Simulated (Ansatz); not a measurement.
## Al2GaN3 under strain

Theory: DFT r2SCAN, scalar-relativistic, plane waves, PAW (Ansatz 0.2.0). (500 eV cutoff, 8×8×4 k-mesh, Gaussian smearing of 0.02 eV, no spin polarisation)

Starting point, cell and atoms relaxed:

```yaml
crystal:
  lattice:
    - [5.73740, -1.56562, 0.00008]
    - [5.73740, 1.56562, 0.00008]
    - [-1.89533, 0.00000, 7.16702]
  atoms:
    - { symbol: Al, position: [0.94420, 0.94420, 0.38929] }
    - { symbol: Al, position: [0.88889, 0.88889, 0.77677] }
    - { symbol: Al, position: [0.22302, 0.22302, 0.44447] }
    - { symbol: Al, position: [0.55401, 0.55401, 0.11317] }
    - { symbol: Ga, position: [0.27717, 0.27717, 0.05762] }
    - { symbol: Ga, position: [0.60966, 0.60966, 0.72172] }
    - { symbol: N, position: [0.14754, 0.14754, 0.18504] }
    - { symbol: N, position: [0.48154, 0.48154, 0.85263] }
    - { symbol: N, position: [0.81833, 0.81833, 0.51506] }
    - { symbol: N, position: [0.76458, 0.76458, 0.90149] }
    - { symbol: N, position: [0.09522, 0.09522, 0.56428] }
    - { symbol: N, position: [0.43122, 0.43122, 0.24327] }
```

Deformation: biaxial strain in the a-b plane, with the length and tilt of c and the atoms relaxed, all within the symmetry that the strain leaves. Energies are extrapolated to zero smearing. Gaps are generalised Kohn–Sham gaps over the whole zone.

```
strain (%)  ΔE (meV/atom) a (Å) b (Å) c (Å) gap (eV)
      -4.0           47.0  5.709  5.709  7.589      4.07
      -2.0           11.3  5.828  5.828  7.502      3.99
      +0.0            0.0  5.947  5.947  7.413      3.89
      +2.0           10.4  6.066  6.066  7.324      3.58
      +4.0           40.2  6.185  6.185  7.235      3.21
```

**Question.** What stiffness (1/V) d²E/dε² at zero strain does a cubic fit over all points give?

**Answer.** A cubic fit gives (1/V) d²E/dε² = 815 GPa at zero strain (twice the biaxial modulus).

**Question.** How does the free axis c answer a small strain?

**Answer.** Between the innermost points its strain is -0.60 times the applied one.

**Question.** How fast does the gap move with strain on either side?

**Answer.** -54 meV per percent on the compressed side and -154 meV per percent on the stretched side; it is direct at -2.0 %, direct at zero and direct at +2.0 %.

Cost: 5 runs of about 36 core-minutes in all, on Arm Neoverse V2 (shared hosts).